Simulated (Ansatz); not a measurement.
# KAu2: pressure against volume

A database entry relaxed whole under r2SCAN (P6_3/mmc):

```
K Au
1.0
     5.67147    0.00000    0.00000
    -2.83573    4.91163    0.00000
     0.00000    0.00000    9.82322
K Au
4 8
Direct
  0.33333 0.66667 0.93923
  0.66667 0.33333 0.43923
  0.33333 0.66667 0.56077
  0.66667 0.33333 0.06077
  0.16703 0.33405 0.25000
  0.83297 0.16703 0.75000
  0.66595 0.83297 0.25000
  0.83297 0.66595 0.75000
  0.16703 0.83297 0.25000
  0.33405 0.16703 0.75000
  0.00000 0.00000 0.00000
  0.00000 0.00000 0.50000
```

The cell was scaled uniformly, its shape held, and the atoms relaxed at each volume with plane-wave PAW DFT (Ansatz 0.2.0; r2SCAN, 500 eV, 7×7×4 Γ-centred mesh, fermi-dirac occupations of width 0.100 eV; no spin, no spin-orbit coupling). One row is withheld.

```json
{"volume (Å³/atom)": "21.435", "energy over the lowest (meV/atom)": "18.2", "pressure (GPa)": "4.57"}
{"volume (Å³/atom)": "21.891", "energy over the lowest (meV/atom)": "7.7", "pressure (GPa)": "2.83"}
{"volume (Å³/atom)": "22.347", "energy over the lowest (meV/atom)": "?", "pressure (GPa)": "?"}
{"volume (Å³/atom)": "22.803", "energy over the lowest (meV/atom)": "0.0", "pressure (GPa)": "-0.03"}
{"volume (Å³/atom)": "23.259", "energy over the lowest (meV/atom)": "1.8", "pressure (GPa)": "-1.20"}
{"volume (Å³/atom)": "23.715", "energy over the lowest (meV/atom)": "6.7", "pressure (GPa)": "-2.23"}
{"volume (Å³/atom)": "24.171", "energy over the lowest (meV/atom)": "14.3", "pressure (GPa)": "-3.12"}
```

**Question.** Fit the pressures of the other rows to the third-order Birch-Murnaghan form.

**Answer.** With f = [(V₀/V)^(2/3) − 1]/2 and P = 3B₀f(1 + 2f)^(5/2)[1 + 3(B₀′ − 4)f/2], least squares gives V₀ = 22.79 Å³ an atom, B₀ = 62.7 GPa and B₀′ = 5.7; the rows miss the fit by less than 0.01 GPa. The slope of the energies differs from these pressures by less than 0.05 GPa.

**Question.** What does the withheld row hold?

**Answer.** The fit gives 1.30 GPa at 22.347 Å³; the run gave 1.30 GPa and 1.8 meV an atom.

Caveats: the shape of the cell was held, so B₀ is an upper bound where the axes differ in stiffness; 0 K, fixed nuclei; the symmetry was kept, and this need not be the phase that is stable at 0 K; one mesh for all volumes; every run is gapless at this level; pressure is positive in compression.
